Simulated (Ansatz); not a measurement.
Bands of YTl

```
CELL_PARAMETERS angstrom
3.75100 0.00000 0.00000
0.00000 3.75100 0.00000
0.00000 0.00000 3.75100
ATOMIC_POSITIONS crystal
Y 0.50000 0.50000 0.50000
Tl 0.00000 0.00000 0.00000
```

Atom numbers follow the list: Y1, Tl2.

Conventional cell: a = 3.751 Å, b = 3.751 Å, c = 3.751 Å, α = 90.00°, β = 90.00°, γ = 90.00°. Y (atom 1) is surrounded by 8 Tl at 3.25 Å. Tl (atom 2) is surrounded by 8 Y at 3.25 Å.

The cell comes from COD entry 1527195, which wasn't checked; take it as a given geometry.

No spin–orbit coupling, which matters for the heavy atoms here.

These are results of Ansatz 0.2.0, DFT, LDA, all-electron LAPW, scalar-relativistic, not measurements.

Numerical set-up: a Γ-centred 11×11×11 k mesh, Fermi–Dirac smearing of 0.08 eV, basis error target 0.25 meV/atom, no spin polarisation.

Points in fractions of the reciprocal vectors of this cell: Γ (0, 0, 0), X (0, 0.5, 0), M (0.5, 0.5, 0), R (0.5, 0.5, 0.5). The path joins them by straight lines in the order Γ–X–M–Γ–R–X–R–M; legs that retrace an earlier one aren't tabulated. Energies are in eV from the Fermi level.

Is there a gap?

none: bands cross the Fermi level, a metal.

List the levels between -5 and 3 eV at the symmetry points.


Γ: -0.14 (×2)
X: -4.15, -0.01, 0.56 (×2)
M: -1.44 (×2), -0.11, 2.35 (×2)
R: -4.44, -2.53 (×3)
